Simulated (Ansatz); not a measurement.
Nb2O5 (space group C2/c)

Space group C2/c (No. 15); a = 12.7870 Å, b = 4.8865 Å, c = 5.5517 Å, α = γ = 90.00°, β = 104.36°

| atom | site | symmetry | x | y | z |
|---|---|---|---|---|---|
| Nb | 8f | 1 | 0.3594 | 0.2586 | 0.2454 |
| O | 8f | 1 | 0.2056 | 0.0704 | 0.1280 |
| O | 4e | 2 | 0.0000 | 0.1058 | 0.7500 |
| O | 8f | 1 | 0.3893 | 0.0520 | 0.5234 |
(The calculation used a cell of 14 atoms; values per cell refer to that cell.)

Equation-of-state scan: isotropic scaling of the cell above, V₀ being its volume. The atoms relax within the cell's symmetry.

All values below come from PBEsol (plane waves to 420 eV, PAW, scalar-relativistic; Ansatz, a program for electronic structure). k mesh 6×6×5 (Γ-centred), Fermi-Dirac smearing 0.05 eV. Energies are smeared free energies. Compression counts positive. With the shape held, the modulus is that of even scaling; a crystal free to change shape is softer. Nb2O5 is run without spin polarisation. Nb2O5 was relaxed with its symmetry unable to fall. The zero of ΔE is the relaxed starting cell.

The scan covers V/V₀ from 0.900 to 1.100 in 9 points.

Q: What is ΔE at V/V₀ = 1.100?

A: 42.3 meV/atom.

Q: What pressure does the cell carry at V/V₀ = 0.900?

A: 16.1 GPa.

Q: What is ΔE at V/V₀ = 0.900?

A: 55.2 meV/atom.

(Under strain, the slope of the energy per volume gives the stress and its curvature an elastic modulus.)
